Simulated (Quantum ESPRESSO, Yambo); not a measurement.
Quasiparticle gap of Rb3RhF6

```
Rb3RhF6
1.0
    0.00000     4.55648     4.55648
    4.55648     0.00000     4.55648
    4.55648     4.55648     0.00000
F Rb Rh
6 3 1
Direct
  0.78255   0.21745   0.21745
  0.21745   0.78255   0.78255
  0.21745   0.78255   0.21745
  0.78255   0.21745   0.78255
  0.21745   0.21745   0.78255
  0.78255   0.78255   0.21745
  0.75000   0.75000   0.75000
  0.25000   0.25000   0.25000
  0.50000   0.50000   0.50000
  0.00000   0.00000   0.00000
```

The geometry is that of Materials Project entry mp-1113824, symmetrised and not relaxed again.

Starting point: PBEsol (Quantum ESPRESSO, PseudoDojo norm-conserving, 88 Ry, without SOC). G0W0 in Yambo: 2×2×2 Γ-centred k mesh, bands 5 to 282 and a 7 Ry block in the screening, 282 bands in G with the Bruneval-Gonze terminator, plasmon pole fitted at 27.2 eV.

The PBEsol gap along the band path comes out as 2.11 eV. The PBEsol gap between the mesh's edge points (X → X) is 2.11 eV. The G0W0 gap between the same points is 5.84 eV.

| k point | band | E PBEsol (eV) | E QP (eV) | shift (eV) | Z |
|---|---|---|---|---|---|
| Γ | VB | -0.12 | -1.64 | -1.52 | 0.81 |
| Γ | CB | 2.19 | 4.46 | 2.27 | 0.81 |
| L | VB | -0.05 | -1.57 | -1.52 | 0.80 |
| L | CB | 2.41 | 4.69 | 2.28 | 0.81 |
| X | VB | 0.00 | -1.52 | -1.52 | 0.80 |
| X | CB | 2.11 | 4.32 | 2.21 | 0.82 |

Energies count from the PBEsol valence-band maximum.

Convergence of the G0W0 settings was not tested. The k mesh is coarse.

Spin-orbit splittings are left out.

The structure is a Materials Project entry; no match was found in the copy of COD used, and its stability was not checked.
